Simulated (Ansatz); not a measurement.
A generator proposed this cell of LiPdCl3.

```cif
data_structure
_symmetry_space_group_name_H-M 'P 1'
_symmetry_Int_Tables_number 1
_cell_length_a 4.6038
_cell_length_b 4.6038
_cell_length_c 4.6038
_cell_angle_alpha 90.000
_cell_angle_beta 90.000
_cell_angle_gamma 90.000
_cell_volume 97.58
loop_
_atom_site_label
_atom_site_type_symbol
_atom_site_fract_x
_atom_site_fract_y
_atom_site_fract_z
_atom_site_occupancy
Li1 Li 0.50000 0.50000 0.50000 1
Pd1 Pd 0.00000 0.00000 0.00000 1
Cl1 Cl 0.50000 0.00000 0.00000 1
Cl2 Cl 0.00000 0.50000 0.00000 1
Cl3 Cl 0.00000 0.00000 0.50000 1
```

Level of theory: DFT PBE, scalar-relativistic, plane waves, PAW (Ansatz 0.2.0). Plane waves to 420 eV, a k mesh through Γ of 4×4×4 on the computed 5-atom cell and Gaussian smearing (0.10 eV); collinear spin from starting moments 0.0 1.0 0.0 0.0 0.0 μB.

The zero of energy is the elements' standard structures at the same level (Cl₂ as a molecule); no fitted shifts are applied.

Task: How far from equilibrium is it?

Result: The pressure is 13.6 GPa (it wants to expand), the largest force is 0.00 eV/Å (symmetry fixes the atoms), and the energy is −0.64 eV/atom against the elements. The shortest distance is 2.30 Å.

Task: Is it a good guess?

Result: A fair one: relaxing gains about 0.17 eV/atom (the start's value is from the coarse mesh, so the gain is rough) in 9 ionic steps and ends at −0.81 eV/atom on the finer mesh. The symmetry stays Pm-3m (No. 221). The end has the cubic perovskite type. The volume per atom grows by 20.5 %, from 19.5 to 23.5 Å³. The shortest distance goes from 2.30 Å (Pd–Cl) to 2.45 Å (Pd–Cl). Conventional cell: a = 4.899 Å. Around Li lie 12 Cl at 3.46 Å (long contacts); Pd has 6 Cl at 2.45 Å; around Cl lie 2 Pd at 2.45 Å, 4 Li at 3.46 Å and 8 Cl at 3.46 Å.

The last run used collinear spin, an 8×8×8 mesh for its 5-atom cell and Gaussian smearing of 0.10 eV. The relaxation can't lower the symmetry of the start, and the grade says only how near the guess is to its own end. Symmetry constrained the relaxation, so the result can be a saddle point.
